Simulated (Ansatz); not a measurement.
# Clamped-ion strain scan in Li₂HfN₂

Method: DFT LDA, scalar-relativistic, plane waves, PAW (Ansatz 0.2.0). The runs took a 420 eV cutoff, a Γ-centred 9×9×6 mesh and Gaussian smearing (0.05 eV). Spin–orbit coupling is left out, which can shift energies with elements as heavy as these. No spin polarisation. Energies are free energies at this smearing, counted from the undisturbed cell; pressure is positive in compression.

Reference structure (as given, not relaxed at this level; it stands at -6.2 GPa, and it needn't be the usual structure):

```
Li Hf N
1.0
     3.23712    0.00000    0.00000
    -1.61856    2.80343    0.00000
     0.00000    0.00000    5.42360
Li Hf N
2 1 2
Cartesian
  1.6186 0.9345 2.0761
  0.0000 1.8690 3.3475
  0.0000 0.0000 0.0000
  1.6186 0.9345 4.2271
  0.0000 1.8690 1.1965
```

The cell is strained by ε times the Voigt pattern (0, 0, 0, 1, 0, 0) (xx, yy, zz, yz, xz, xy; engineering shear) with fractional coordinates fixed.

```
      ε  ΔE (meV/atom)
-0.0400            7.4
-0.0300            4.1
-0.0200            1.8
-0.0100            0.4
 0.0000            0.0
 0.0100            0.4
 0.0200            1.8
 0.0300            4.0
 0.0350            5.5
 0.0400            7.1
```

(1) Predict the pressure (GPa) at each point.

Results:

(1)
```tsv
ε	pressure (GPa)
-0.0400	-5.9
-0.0300	-6.0
-0.0200	-6.1
-0.0100	-6.2
0.0000	-6.2
0.0100	-6.2
0.0200	-6.1
0.0300	-6.0
0.0350	-6.0
0.0400	-5.9
```